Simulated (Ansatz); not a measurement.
Data sheet: Hf3N2 (DFT)

Hf3N2:
```yaml
crystal:
  lattice:
    - [1.60470, 0.92647, 7.77009]
    - [-1.60470, 0.92647, 7.77009]
    - [0.00000, -1.85295, 7.77009]
  atoms:
    - { symbol: Hf, position: [0.77961, 0.77961, 0.77961] }
    - { symbol: Hf, position: [0.22039, 0.22039, 0.22039] }
    - { symbol: Hf, position: [0.00000, 0.00000, 0.00000] }
    - { symbol: N, position: [0.61207, 0.61207, 0.61207] }
    - { symbol: N, position: [0.38793, 0.38793, 0.38793] }
```

Space group R-3m (No. 166); conventional cell a = 3.2094 Å, b = 3.2094 Å, c = 23.3103 Å, α = 90.00°, β = 90.00°, γ = 120.00°.

Method: r²SCAN in the plane-wave PAW code Ansatz. Geometry: relaxed at this level of theory. Other levels are named where they apply.

Cell and energy:

```yaml
volume_per_atom: 13.86 Å³
density: 13.50 g/cm³
Formation energy from the elements (no fitted shifts): -1.60 eV/atom
```

Electronic structure:

```yaml
electronic_character: metallic (no gap)
Density of states at the Fermi level: 0.24 states/eV per atom (mean over ±0.08 eV)
```

The workflow started from a Materials Project entry (that database holds measured and hypothetical structures alike); the Crystallography Open Database copy checked does not list it. Whether it is the stable phase at ambient conditions was not checked. Symmetry was held in the r²SCAN relaxation; whether a distortion lowers the energy is not shown. No spin polarisation was allowed. The references are the lowest solids computed at this level, not always the standard phases (solids in place of the gases). Spin–orbit coupling is left out wherever it is not named.

Potentials: the later of the program's two PAW sets.
